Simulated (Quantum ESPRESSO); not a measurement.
Zn2GaSe3Cl, one run as intended and one with a planted mistake

Simulated, not a measurement. The program is pw.x of Quantum ESPRESSO 7.5 (plane-wave density functional theory). The cell is made up: 7 atoms on a wurtzite lattice with one site empty, with randomly drawn elements, strain and displacements, not relaxed. PseudoDojo standard norm-conserving files (v0.5 for PBE, v0.4.1 for LDA and PBEsol) set the functional; there is no spin polarisation, spin-orbit coupling or dispersion term, and the masses in the input are unused placeholders.

Intended input:

```
&control calculation='scf', pseudo_dir='./dojo.nc.sr.pbe.v0_5.standard.upf', outdir='./o', disk_io='low', tprnfor=.true., tstress=.true. /
&system ibrav=0, nat=7, ntyp=4, nbnd=60, ecutwfc=85.99341389, nosym=.true., tot_charge=0,
 occupations='smearing', smearing='fd', degauss=0.0018374661
/
&electrons conv_thr=7.350e-09, electron_maxstep=60, /
ATOMIC_SPECIES
Cl 1.0 Cl.upf
Ga 1.0 Ga.upf
Se 1.0 Se.upf
Zn 1.0 Zn.upf
CELL_PARAMETERS angstrom
4.1168 -0.0415 -0.0643
-0.072 7.0467 0.0598
-0.105 0.0564 6.5265
ATOMIC_POSITIONS angstrom
Zn 0.1378 0.0257 0.0808
Ga 1.8097 1.4944 3.2624
Zn -0.0427 4.6985 3.3465
Se -0.0192 0.0817 2.597
Se 2.0235 3.5939 2.3993
Se 2.0201 1.2086 5.6221
Cl -0.0811 4.6698 5.7013
K_POINTS automatic
4 4 4 1 1 1
```

The log is shortened where brackets say so; the opening notice, blank lines, dates and the lines on written files are dropped, and the path of the files is cut. It prints rydbergs, bohrs and kilobars, and counts compression as positive stress. Where no state is partly filled, the Fermi energy that it prints is only some level between the filled and the empty states on the mesh, and need not lie in the true gap.

Log of the intended run:

```
     Program PWSCF v.7.5
     Parallel version (MPI & OpenMP), running on       4 processor cores
     Number of MPI processes:                 4
     Threads/MPI process:                     1
     [start-up lines left out]
     bravais-lattice index     =            0
     lattice parameter (alat)  =       7.7810  a.u.
     unit-cell volume          =    1277.1383 (a.u.)^3
     number of atoms/cell      =            7
     number of atomic types    =            4
     number of electrons       =       108.00
     number of Kohn-Sham states=           60
     kinetic-energy cutoff     =      85.9934  Ry
     charge density cutoff     =     343.9737  Ry
     scf convergence threshold =      7.3E-09
     mixing beta               =       0.7000
     number of iterations used =            8  plain     mixing
     Exchange-correlation= PBE
                           (   1   4   3   4   0   0   0)
     [axes and pseudopotential details left out]
   Cartesian axes
     site n.     atom                  positions (alat units)
         1        Zn     tau(   1) = (   0.0334668   0.0062416   0.0196235  )
         2        Ga     tau(   2) = (   0.4395131   0.3629377   0.7923233  )
         3        Zn     tau(   3) = (  -0.0103703   1.1411019   0.8127482  )
         4        Se     tau(   4) = (  -0.0046630   0.0198421   0.6307208  )
         5        Se     tau(   5) = (   0.4914376   0.8728331   0.5827064  )
         6        Se     tau(   6) = (   0.4906119   0.2935268   1.3654122  )
         7        Cl     tau(   7) = (  -0.0196964   1.1341317   1.3846471  )
     number of k points=    32  Fermi-Dirac smearing, width (Ry)=  0.0018
                       cart. coord. in units 2pi/alat
        k(    1) = (   0.1270178   0.0736563   0.0802684), wk =   0.0625000
        k(    2) = (   0.1294688   0.0723425   0.2380420), wk =   0.0625000
     [further k points left out]
     Dense  grid:   137551 G-vectors     FFT dimensions: (  45,  80,  75)
     Estimated max dynamical RAM per process >     332.81 MB
     Estimated total dynamical RAM >       1.20 GB
     Initial potential from superposition of free atoms
     starting charge     107.9968, renormalised to     108.0000
     Starting wfcs are   60 randomized atomic wfcs
     total cpu time spent up to now is        7.2 secs
     per-process dynamical memory:   242.5 Mb
     Self-consistent Calculation
     iteration #  1     ecut=    85.99 Ry     beta= 0.70
     Davidson diagonalization with overlap
     ethr =  1.00E-02,  avg # of iterations =  5.6
     Threshold (ethr) on eigenvalues was too large:
     Diagonalizing with lowered threshold
     Davidson diagonalization with overlap
     ethr =  3.13E-04,  avg # of iterations =  4.8
     total cpu time spent up to now is       38.2 secs
     total energy              =   -1749.53268421 Ry
     estimated scf accuracy    <       0.32554627 Ry
     iteration #  2     ecut=    85.99 Ry     beta= 0.70
     Davidson diagonalization with overlap
     ethr =  3.01E-04,  avg # of iterations =  5.2
     total cpu time spent up to now is       54.6 secs
     total energy              =   -1749.60391100 Ry
     estimated scf accuracy    <       0.25677428 Ry
     [iterations 3 to 8 left out]
     iteration #  9     ecut=    85.99 Ry     beta= 0.70
     Davidson diagonalization with overlap
     ethr =  2.59E-10,  avg # of iterations =  2.7
     total cpu time spent up to now is      159.8 secs
     total energy              =   -1749.66577450 Ry
     estimated scf accuracy    <       0.00000003 Ry
     iteration # 10     ecut=    85.99 Ry     beta= 0.70
     Davidson diagonalization with overlap
     ethr =  2.90E-11,  avg # of iterations =  3.2
     total cpu time spent up to now is      179.5 secs
     End of self-consistent calculation
     [lines on levels left out]
     the Fermi energy is     6.4609 ev
!    total energy              =   -1749.66577451 Ry
     estimated scf accuracy    <          5.2E-09 Ry
     smearing contrib. (-TS)   =      -0.00000000 Ry
     internal energy E=F+TS    =   -1749.66577451 Ry
     The total energy is F=E-TS. E is the sum of the following terms:
     one-electron contribution =   -1412.55474645 Ry
     hartree contribution      =     725.67221145 Ry
     xc contribution           =    -285.87123481 Ry
     ewald contribution        =    -776.91200470 Ry
     convergence has been achieved in  10 iterations
     Forces acting on atoms (cartesian axes, Ry/au):
     atom    1 type  4   force =    -0.00675223   -0.00602969   -0.03165416
     atom    2 type  2   force =     0.02417641   -0.04084897    0.03378374
     atom    3 type  4   force =     0.00721233   -0.00856301    0.02908648
     atom    4 type  3   force =    -0.02557544   -0.00170054   -0.03346225
     atom    5 type  3   force =    -0.00708160    0.03868092   -0.02948462
     atom    6 type  3   force =     0.00693193   -0.00785953    0.03289447
     atom    7 type  1   force =     0.00108860    0.02632081   -0.00116367
     Total force =     0.107375     Total SCF correction =     0.000691
     Computing stress (Cartesian axis) and pressure
          total   stress  (Ry/bohr**3)                   (kbar)     P=      -12.45
  -0.00013789   0.00006630   0.00005167          -20.28        9.75        7.60
   0.00006630  -0.00006294  -0.00006299            9.75       -9.26       -9.27
   0.00005167  -0.00006299  -0.00005305            7.60       -9.27       -7.80
     init_run     :      6.75s CPU      7.03s WALL (       1 calls)
     electrons    :    171.18s CPU    172.41s WALL (       1 calls)
     forces       :      2.29s CPU      2.35s WALL (       1 calls)
     stress       :      7.82s CPU      7.92s WALL (       1 calls)
     [timing details left out]
     PWSCF        :   3m 8.32s CPU   3m10.13s WALL
     JOB DONE.
```

A second run has one planted mistake: the k-point mesh is too coarse. The input lines that differ, file-writing options aside:

```
- 4 4 4 1 1 1
+ 2 2 2 1 1 1
```

Its log:

```
     Program PWSCF v.7.5
     Parallel version (MPI & OpenMP), running on       4 processor cores
     Number of MPI processes:                 4
     Threads/MPI process:                     1
     [start-up lines left out]
     bravais-lattice index     =            0
     lattice parameter (alat)  =       7.7810  a.u.
     unit-cell volume          =    1277.1383 (a.u.)^3
     number of atoms/cell      =            7
     number of atomic types    =            4
     number of electrons       =       108.00
     number of Kohn-Sham states=           60
     kinetic-energy cutoff     =      85.9934  Ry
     charge density cutoff     =     343.9737  Ry
     scf convergence threshold =      7.3E-09
     mixing beta               =       0.7000
     number of iterations used =            8  plain     mixing
     Exchange-correlation= PBE
                           (   1   4   3   4   0   0   0)
     [axes and pseudopotential details left out]
   Cartesian axes
     site n.     atom                  positions (alat units)
         1        Zn     tau(   1) = (   0.0334668   0.0062416   0.0196235  )
         2        Ga     tau(   2) = (   0.4395131   0.3629377   0.7923233  )
         3        Zn     tau(   3) = (  -0.0103703   1.1411019   0.8127482  )
         4        Se     tau(   4) = (  -0.0046630   0.0198421   0.6307208  )
         5        Se     tau(   5) = (   0.4914376   0.8728331   0.5827064  )
         6        Se     tau(   6) = (   0.4906119   0.2935268   1.3654122  )
         7        Cl     tau(   7) = (  -0.0196964   1.1341317   1.3846471  )
     number of k points=     4  Fermi-Dirac smearing, width (Ry)=  0.0018
                       cart. coord. in units 2pi/alat
        k(    1) = (   0.2540356   0.1473127   0.1605368), wk =   0.5000000
        k(    2) = (   0.2491336   0.1499404  -0.1550104), wk =   0.5000000
     [further k points left out]
     Dense  grid:   137551 G-vectors     FFT dimensions: (  45,  80,  75)
     Estimated max dynamical RAM per process >     206.85 MB
     Estimated total dynamical RAM >     726.64 MB
     Initial potential from superposition of free atoms
     starting charge     107.9968, renormalised to     108.0000
     Starting wfcs are   60 randomized atomic wfcs
     total cpu time spent up to now is        2.7 secs
     per-process dynamical memory:   112.8 Mb
     Self-consistent Calculation
     iteration #  1     ecut=    85.99 Ry     beta= 0.70
     Davidson diagonalization with overlap
     ethr =  1.00E-02,  avg # of iterations =  5.2
     Threshold (ethr) on eigenvalues was too large:
     Diagonalizing with lowered threshold
     Davidson diagonalization with overlap
     ethr =  3.01E-04,  avg # of iterations =  3.0
     total cpu time spent up to now is        7.4 secs
     total energy              =   -1749.57340634 Ry
     estimated scf accuracy    <       0.31300822 Ry
     iteration #  2     ecut=    85.99 Ry     beta= 0.70
     Davidson diagonalization with overlap
     ethr =  2.90E-04,  avg # of iterations =  4.0
     total cpu time spent up to now is        9.5 secs
     total energy              =   -1749.64231879 Ry
     estimated scf accuracy    <       0.24374361 Ry
     [iterations 3 to 8 left out]
     iteration #  9     ecut=    85.99 Ry     beta= 0.70
     Davidson diagonalization with overlap
     ethr =  2.57E-10,  avg # of iterations =  2.8
     total cpu time spent up to now is       24.7 secs
     total energy              =   -1749.70093118 Ry
     estimated scf accuracy    <       0.00000004 Ry
     iteration # 10     ecut=    85.99 Ry     beta= 0.70
     Davidson diagonalization with overlap
     ethr =  3.26E-11,  avg # of iterations =  3.2
     total cpu time spent up to now is       26.7 secs
     End of self-consistent calculation
     [lines on levels left out]
     the Fermi energy is     6.1705 ev
!    total energy              =   -1749.70093119 Ry
     estimated scf accuracy    <          5.2E-09 Ry
     smearing contrib. (-TS)   =       0.00000000 Ry
     internal energy E=F+TS    =   -1749.70093119 Ry
     The total energy is F=E-TS. E is the sum of the following terms:
     one-electron contribution =   -1412.44960442 Ry
     hartree contribution      =     725.51594347 Ry
     xc contribution           =    -285.85526553 Ry
     ewald contribution        =    -776.91200470 Ry
     convergence has been achieved in  10 iterations
     Forces acting on atoms (cartesian axes, Ry/au):
     atom    1 type  4   force =    -0.00719061   -0.00377271   -0.03439941
     atom    2 type  2   force =     0.02371964   -0.04384013    0.03184284
     atom    3 type  4   force =     0.00739523   -0.01265153    0.02815028
     atom    4 type  3   force =    -0.02511215   -0.00141051   -0.03374014
     atom    5 type  3   force =    -0.00707601    0.04178721   -0.02823525
     atom    6 type  3   force =     0.00715843   -0.00693195    0.03771430
     atom    7 type  1   force =     0.00110547    0.02681960   -0.00133261
     Total force =     0.111191     Total SCF correction =     0.000697
     Computing stress (Cartesian axis) and pressure
          total   stress  (Ry/bohr**3)                   (kbar)     P=      -17.69
  -0.00030215   0.00006985   0.00005269          -44.45       10.28        7.75
   0.00006985  -0.00002377  -0.00006153           10.28       -3.50       -9.05
   0.00005269  -0.00006153  -0.00003482            7.75       -9.05       -5.12
     init_run     :      2.34s CPU      2.47s WALL (       1 calls)
     electrons    :     23.78s CPU     24.01s WALL (       1 calls)
     forces       :      0.43s CPU      0.45s WALL (       1 calls)
     stress       :      1.10s CPU      1.10s WALL (       1 calls)
     [timing details left out]
     PWSCF        :     27.89s CPU     28.30s WALL
     JOB DONE.
```

```
                                            intended run  run with the mistake
                          free energy (eV)    -23805.416            -23805.894
                    smearing term -TS (eV)        0.0000                0.0000
                            pressure (GPa)         -1.24                 -1.77
            largest force component (eV/Å)         1.050                 1.127
largest change of a force component (eV/Å)                               0.124
                                iterations            10                    10
```

For scale, a rerun of the intended cell at 1467 eV and a 6 x 6 x 6 mesh moved values by no more than 0.022 eV in energy, 0.18 GPa in stress and 0.011 eV/Å in force.